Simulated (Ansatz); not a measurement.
RuC in space group R-3m (No. 166; Ru on 6c, C on 6c), plane-wave PAW PBE (Ansatz code), all energies at zero smearing, with the estimated change up to a 700 eV cutoff added, with one set of potentials and settings (totals compare only within such a set). Cell of 4 atoms (2 Ru, 2 C): -12257.869 eV.

| element | reference phase | E (eV/atom) |
|---|---|---|
| Ru | P6_3/mmc, 2 atoms in the cell | -5878.6876 |
| C | P6_3/mmc, 4 atoms in the cell | -250.9479 |

Formation energy per atom, worked out: (-12257.869 − 2×(-5878.6876) − 2×(-250.9479))/4 = 0.351 eV/atom (34 kJ per mol of atoms), at 0 K, without zero-point energy or fitted corrections.

The first step of the workflow began from a Materials Project structure, measured or hypothetical; the Crystallography Open Database copy checked does not list it. Its standing as an ambient phase is unchecked. Symmetry was held in the PBE relaxation; whether a distortion lowers the energy is not shown. The run is not spin-polarised. Its formation energy is positive at this level, so the cell may be metastable or incomplete. The references are the lowest solids computed at this level, not always the standard phases.

Potentials: the later of the program's two PAW sets.
